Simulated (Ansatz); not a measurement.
Ca (bcc (W type), Im-3m) under volume change, DFT-r²SCAN in the program Ansatz with PAW potentials, scaled uniformly.

```json
[
 {"V (Å³/atom)": "39.423", "E − E(relaxed) (meV/atom)": "21.6", "P (GPa)": "1.87"},
 {"V (Å³/atom)": "40.723", "E − E(relaxed) (meV/atom)": "9.3", "P (GPa)": "1.18"},
 {"V (Å³/atom)": "42.022", "E − E(relaxed) (meV/atom)": "2.2", "P (GPa)": "0.56"},
 {"V (Å³/atom)": "43.322", "E − E(relaxed) (meV/atom)": "0.0", "P (GPa)": "0.00"},
 {"V (Å³/atom)": "44.622", "E − E(relaxed) (meV/atom)": "2.1", "P (GPa)": "-0.50"},
 {"V (Å³/atom)": "45.921", "E − E(relaxed) (meV/atom)": "8.0", "P (GPa)": "-0.95"},
 {"V (Å³/atom)": "47.221", "E − E(relaxed) (meV/atom)": "17.3", "P (GPa)": "-1.34"}
]
```

What does a third-order Birch–Murnaghan fit give for V₀, B₀ and B′?

V₀ = 43.33 Å³/atom, B₀ = 17.5 GPa, B′ = 2.7.

This is a known high-temperature phase of the composition, computed here at zero pressure and temperature. The cell was relaxed with r²SCAN under the symmetry of its start; its stability against distortions is not shown here.

Potentials: the earlier of the program's two PAW sets.
